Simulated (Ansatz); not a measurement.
CdO (wurtzite, P6_3mc), LDA (plane waves, PAW; program Ansatz), all energies at zero smearing, with the estimated change up to a 700 eV cutoff added, with one set of potentials and settings (totals compare only within such a set). Cell of 4 atoms (2 Cd, 2 O): -17345.212 eV.

```tsv
element	reference phase	E (eV/atom)
Cd	P6_3/mmc, 2 atoms in the cell	-8117.8923
O	C2/m, 4 atoms in the cell, spin-polarised	-552.6518
```

Formation energy per atom, worked out: (-17345.212 − 2×(-8117.8923) − 2×(-552.6518))/4 = -1.031 eV/atom (-99 kJ per mol of atoms), at 0 K, without zero-point energy or fitted corrections.

The first step of the workflow began from a Materials Project structure, measured or hypothetical; the Crystallography Open Database copy checked does not list it. It is not the phase usual at ambient conditions (space group No. 225). The cell was relaxed with LDA under the symmetry of its start; its stability against distortions is not shown here. The references are the lowest solids computed at this level, not always the standard phases (solids in place of the gases).

Potentials: the later of the program's two PAW sets.
